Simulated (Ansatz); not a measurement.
HfSO:
```xyz
12
Lattice="5.6810 0.0000 0.0000 0.0000 5.6810 0.0000 0.0000 0.0000 5.6810" Properties=species:S:1:pos:R:3 pbc="T T T"
Hf     3.8628     4.6588     1.0223
Hf     4.6588     1.0223     3.8628
Hf     1.0223     3.8628     4.6588
Hf     1.8182     1.8182     1.8182
S      5.2197     2.3792     0.4613
S      3.3018     3.3018     3.3018
S      2.3792     0.4613     5.2197
S      0.4613     5.2197     2.3792
O      2.2997     3.3813     0.5408
O      0.5408     2.2997     3.3813
O      5.1402     5.1402     5.1402
O      3.3813     0.5408     2.2997
```

Relaxed with r²SCAN.

Question: Map the valence electron density (e/Å³), cut off at 1 on the plane through (0.820, 0.180, 0.680) spanned by u = [1, 0, 0] and v = [0, 1, 1] in lattice vectors, from DFT-r²SCAN in the program Ansatz with PAW potentials.

Answer: x is the fraction of u, y of v (the angle between them is 90°; rows are the nearest grid lines); atoms in the plane: Hf at (0.00, 0.00), S at (0.26, 0.74), O at (0.58, 0.42).
```
|99999410000000000000011499999|
|99998310000000000000011389999|
|99995211100000000000112359999|
|44444444332100000012345543344|
|12357999986421000013578753111|
|12479996699842100012455532111|
|12479951279952100001233321111|
|12479997799842100000112221111|
|22346899986421000000136999642|
|52112233321100000001399999995|
|52111111110000000012499999995|
|41100000000001235544489999984|
|22111100000126999999744565432|
|34444321101259999999942111233|
|56776532111259999999941111235|
|79999974321136999999410001247|
|69999975321111233321000001246|
|46787643210000000000000000134|
|34555432100000000000000000123|
|22222110000000000000000000112|
|54321100000000000000000011345|
|99994211000000001111111249999|
|99998311000000001111111389999|
|99999410000000000000011499999|
```
Scale: ten equal steps from 0.040 (start of '0') to 1.00 (end of '9'), in the order '0123456789'; x runs from 0.000 to 1.00, y from 0.000 (bottom) to 1.00 (top).

The density is the valence pseudo-density with augmentation charge, so density and ELF within about 1 Å of a nucleus are not all-electron values.

Space group P2_13. The workflow started from a Materials Project entry (that database holds measured and hypothetical structures alike); the Crystallography Open Database copy checked does not list it. Its standing as an ambient phase is unchecked. Symmetry was held in the r²SCAN relaxation; its stability against distortions is not shown here. The run is not spin-polarised. Scalar-relativistic: spin–orbit coupling is off unless named, which matters more the heavier the elements.

Potentials: the earlier of the program's two PAW sets.
